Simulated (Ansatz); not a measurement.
This Al₅BAs₆ structure is the end of a relaxation. The cell was found from a structure generator's guess, not taken from experiment.

Computed with DFT PBE, scalar-relativistic, plane waves, PAW in Ansatz. Cutoff 420 eV, Γ-centred mesh, Gaussian smearing, no spin polarisation.

```cif
data_structure
_symmetry_space_group_name_H-M 'P 1'
_symmetry_Int_Tables_number 1
_cell_length_a 6.8130
_cell_length_b 6.8130
_cell_length_c 6.4692
_cell_angle_alpha 90.000
_cell_angle_beta 90.000
_cell_angle_gamma 120.000
_cell_volume 260.05
loop_
_atom_site_label
_atom_site_type_symbol
_atom_site_fract_x
_atom_site_fract_y
_atom_site_fract_z
_atom_site_occupancy
Al1 Al 0.66667 0.33333 0.00192 1
Al2 Al 0.33333 0.66667 0.00192 1
Al3 Al 0.00000 0.31991 0.50053 1
Al4 Al 0.68009 0.68009 0.50053 1
Al5 Al 0.31991 0.00000 0.50053 1
B1 B 0.00000 0.00000 0.99847 1
As1 As 0.66667 0.33333 0.38399 1
As2 As 0.33333 0.66667 0.38399 1
As3 As 0.00000 0.00000 0.32811 1
As4 As 0.00000 0.29425 0.88533 1
As5 As 0.70575 0.70575 0.88533 1
As6 As 0.29425 0.00000 0.88533 1
```

Formation energies are uncorrected and refer to the elements' standard structures at the same level.

(1) What space group does it have?

(2) How far does it lie from the elements in energy?

(3) Is it a metal?

Results:

(1) P31m (No. 157), with Al and B ordered on wurtzite sites. Conventional cell: a = 6.813 Å, c = 6.469 Å. Al on a site of symmetry 3 has 4 As at 2.47–2.53 Å; Al on a site of symmetry m has 4 As at 2.44–2.50 Å; B is surrounded by 4 As at 2.13 Å; around As on a site of symmetry 3 lie 4 Al at 2.44–2.47 Å; 2 more sites not described.

(2) −0.342 eV/atom. Whether it is stable depends on the other phases of the system, which aren't compared here.

(3) No, the gap on the 6×6×4 mesh is 1.22 eV.

The last run used a 6×6×4 mesh (in the run's order of axes) for its 12-atom cell and Gaussian smearing of 0.02 eV. Kohn–Sham gaps at this level usually fall short of measured ones. The reference form of As is held partly by dispersion forces, which this level lacks. Symmetry constrained the relaxation, so the result can be a saddle point.
